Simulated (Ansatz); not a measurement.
A trial cell of Sr was relaxed with r2SCAN (plane waves to 500 eV, PAW, scalar-relativistic; Ansatz, an electronic-structure program).

Before: I4/mmm (No. 139), tI2; a = 4.7085 Å, b = 4.7085 Å, c = 5.5216 Å, α = 90.00°, β = 90.00°, γ = 90.00°.

After relaxation:

Simulated powder pattern, Cu Kα, λ = 1.54184 Å (kinematic, ideal powder, no thermal factors, no anomalous dispersion; the 24 strongest lines at most, above 1 %, up to 2θ = 90°):

```
2θ (°)  I/Imax (%)
------  ----------
25.28          100
29.27           52
41.87           39
49.54           47
51.90           14
60.70          6.3
66.82           19
68.79           17
76.46           13
82.05           14
```

Question: Identify the relaxed structure from its pattern: crystal system, space group and cell.

Answer: Cubic, Fm-3m (No. 225), cF4, fcc (Cu type); a = b = c = 6.1031 Å, α = β = γ = 90.00°. Sites: Sr 4b (0.500, 0.500, 0.500).

Question: Index the strongest lines.

Answer: 25.28° (111), 29.27° (200), 41.87° (220), 49.54° (311), 66.82° (331).

No spin polarisation in the result.

The run could not lose the symmetry of its start.
